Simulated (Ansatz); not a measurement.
CaZn$_{2}$As$_{2}$:
```cif
data_As2CaZn2
_chemical_formula_sum 'Ca1 Zn2 As2'
_space_group_name_H-M_alt 'P-3m1'
_space_group_IT_number 164
_space_group_name_Hall '-P 3 2"'
_cell_length_a 4.11954
_cell_length_b 4.11954
_cell_length_c 6.90570
_cell_angle_alpha 90.000
_cell_angle_beta 90.000
_cell_angle_gamma 120.000
loop_
_atom_site_label
_atom_site_type_symbol
_atom_site_symmetry_multiplicity
_atom_site_Wyckoff_symbol
_atom_site_fract_x
_atom_site_fract_y
_atom_site_fract_z
_atom_site_occupancy
Ca1 Ca 1 a 0.00000 0.00000 0.00000 1
Zn1 Zn 2 d 0.66667 0.33333 0.36919 1
As1 As 2 d 0.33333 0.66667 0.25731 1
```

Relaxed with PBEsol. DFT-PBEsol in the program Ansatz with PAW potentials gives a gap of 0.45 eV.

Problem. What gap does HSE06 give on the same cell (Ansatz, PAW)?

Solution. 1.30 eV, 0.85 eV more. The hybrid was solved on a coarser mesh and at special points; the gap given is the minimum over both.

```tsv
k	v1 PBEsol	c1 PBEsol	v1 HSE06	c1 HSE06
Γ	0.00	0.45	0.00	1.35
A	-0.89	0.55	[?]	[?]
K	-2.45	2.57	[?]	[?]
H	-1.98	1.79	[?]	[?]
M	-1.56	0.59	-1.65	1.30
L	-1.31	1.00	[?]	[?]
```

Problem. Top valence (v1) and lowest conduction level (c1) in eV from each method's valence maximum (which need not be a listed point): supply the withheld HSE06 values.

Solution. 
- A, v1 HSE06: -0.90
- A, c1 HSE06: 1.49
- H, v1 HSE06: -2.10
- H, c1 HSE06: 2.61
- K, v1 HSE06: -2.70
- K, c1 HSE06: 3.27
- L, v1 HSE06: -1.44
- L, c1 HSE06: 1.76

Cost on shared cores: the PBEsol run (SCF on a 8×8×4 mesh, then bands and DOS) roughly 60 core-seconds, the HSE06 run (SCF on 5×5×3, then a few points) very roughly 6 core-minutes; the tasks are unlike.

The workflow started from a Materials Project entry (that database holds measured and hypothetical structures alike); the Crystallography Open Database files this formula in space group No. 164, but the cells were not matched. Its standing as an ambient phase is unchecked. The PBEsol relaxation kept the symmetry of its start; its stability against distortions is not shown here. Scalar-relativistic: spin–orbit coupling is off unless named, which matters more the heavier the elements.

Potentials: the later of the program's two PAW sets.
